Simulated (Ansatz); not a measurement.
Computed with DFT PBE, scalar-relativistic, plane waves, PAW in Ansatz 0.2.0. All cells share a 420 eV cutoff and Γ-centred k meshes spaced at most about 0.3 Å⁻¹ (2π included). Collinear spin in cells that started with moments and kept them past the coarse steps, no spin elsewhere.

Temperature and zero-point effects are left out. All come from trial cells, and lower structures may exist.

Task: Order these relaxed structures of CrGaC4N4 by energy, lowest first, with the energy over the lowest of them.
1. Space group P-43m (No. 215), cubic, a = 5.900 Å. Cr is surrounded by 4 C at 2.05 Å; Ga is surrounded by 4 N at 1.88 Å; around C lie 1 N at 1.18 Å and 1 Cr at 2.05 Å; around N lie 1 C at 1.18 Å and 1 Ga at 1.88 Å.
2. Space group P-43m (No. 215), cubic, a = 5.960 Å. Cr is surrounded by 4 N at 2.02 Å; around Ga lie 4 C at 1.97 Å; around C lie 1 N at 1.17 Å and 1 Ga at 1.97 Å; N is surrounded by 1 C at 1.17 Å and 1 Cr at 2.02 Å.

Result: 2 (0 meV/atom), 1 (11 meV/atom). Forms: 2 P-43m, moments up to 3.0 μB; 1 P-43m, moments up to 2.9 μB. Even the lowest lies +0.36 eV/atom against the elements.

The magnetic state reached may not be the lowest. Cells relaxed within their symmetry can be saddle points. Some candidate types were left out of the draw beforehand, so a known form may be missing.
